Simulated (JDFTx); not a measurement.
Cu(111) slab cut from bulk Cu (space group Fm-3m, indices of the conventional cell, lattice of the Materials Project entry mp-30, not re-optimised): 9 atoms in 3 planes, a (√3×√3)R30° cell of 16.63 Å² (|a| = 4.381, |b| = 4.381 Å), 4.1 Å between the outermost planes, cell height 23.1 Å, 6×6×1 k mesh, Fermi smearing 0.01 Ha, no spin polarisation.

Adsorbate: Cl on both faces at 0.33 monolayer, started hollow above an atom 2.1 Å below the top plane and relaxed in vacuum, keeping the symmetry of the start.

Computed with JDFTx (a modified build): PBE-D3(BJ), GBRV ultrasoft potentials, plane waves to 20/100 Ha. The adsorption energy per Cl is [E(slab + 2 Cl) − E(slab)]/2 − (E(HCl) − ½ E(H2)), with the gas molecules relaxed at the same level and slab energies taken as (E + F)/2, the usual estimate of zero smearing. In reaction energies these potentials put H₂ about 0.03 eV too high against large-basis PBE. These are electronic energies without vibrational corrections. Reconstruction of the substrate beyond this cell is outside the model.

Problem. Predict the adsorption energy and the geometry, and the change of the work function.

Solution. -1.26 eV. Cl sits 1.86 Å above the highest substrate atom, bound to 3 Cu at 2.38 Å. The work function goes from 4.84 to 5.30 eV. In linear PCM (GLSSA13), water, 1 M KF, at zero charge, the adsorption energy is -1.26 eV and the potential of zero charge moves from 0.14 to 0.62 V vs SHE (4.44 V convention).
